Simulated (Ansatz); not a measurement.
Pt₃W:
```xyz
4
Lattice="3.9414 0.0000 0.0000 0.0000 3.9414 0.0000 0.0000 0.0000 3.9414" Properties=species:S:1:pos:R:3 pbc="T T T"
Pt     0.0000     1.9707     1.9707
Pt     1.9707     1.9707     0.0000
Pt     1.9707     0.0000     1.9707
W      0.0000     0.0000     0.0000
```

This is the r²SCAN-relaxed structure.

Question: All from the program Ansatz at the r²SCAN level (PAW), unless another level is named. Predict the Debye temperature from the elastic constants.

Answer: 262 K.

Question: What about the elastic constants (relaxed ions, GPa)?

Answer: C11 = 376, C12 = 258, C44 = 94.7.

Space group Pm-3m (Cu3Au type). A made-up cell: these elements were put on the sites of a structure type; neither database checked (COD, Materials Project) lists it. Its standing as an ambient phase is unchecked. The r²SCAN relaxation kept the symmetry of its start; whether a distortion lowers the energy is not shown. No spin polarisation was allowed. As this level gives no gap, shear constants depend on the k-mesh and smearing (Fermi–Dirac, 0.1 eV here). Spin–orbit coupling is left out wherever it is not named.

Potentials: the earlier of the program's two PAW sets. The files were generated under PBE; for other functionals the program regenerates the frozen cores, and for LDA and PBEsol the local potential too.
